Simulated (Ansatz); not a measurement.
Bi:
```cif
data_Bi6
_chemical_formula_sum 'Bi6'
_space_group_name_H-M_alt 'R-3m :H'
_space_group_IT_number 166
_space_group_name_Hall '-R 3 2"'
_cell_length_a 4.49340
_cell_length_b 4.49340
_cell_length_c 11.50000
_cell_angle_alpha 90.000
_cell_angle_beta 90.000
_cell_angle_gamma 120.000
loop_
_atom_site_label
_atom_site_type_symbol
_atom_site_symmetry_multiplicity
_atom_site_Wyckoff_symbol
_atom_site_fract_x
_atom_site_fract_y
_atom_site_fract_z
_atom_site_occupancy
Bi1 Bi 6 c 0.00000 0.00000 0.23717 1
```
(The calculation used a cell of 2 atoms; values per cell refer to that cell.)

Relaxed with LDA.

**Question.** Decompose the optical modes at the zone centre into irreducible representations, and say which are infrared and Raman allowed.

**Answer.** Point group -3m: Γ_opt = A1g + Eg. Infrared: none. Raman: A1g, Eg.

**Question.** Assign frequencies (DFPT, the program Ansatz at the LDA level (PAW)).

**Answer.** Eg 65, A1g 96 cm⁻¹.

Symmetry was held in the LDA relaxation. As this level gives no gap, phonon frequencies hold no LO–TO term and depend on the k-mesh and smearing (Fermi–Dirac, 0.1 eV here). Scalar-relativistic: spin–orbit coupling is off unless named, which matters more the heavier the elements.

Potentials: the earlier of the program's two PAW sets. The files were generated under PBE; for other functionals the program regenerates the frozen cores, and for LDA and PBEsol the local potential too.
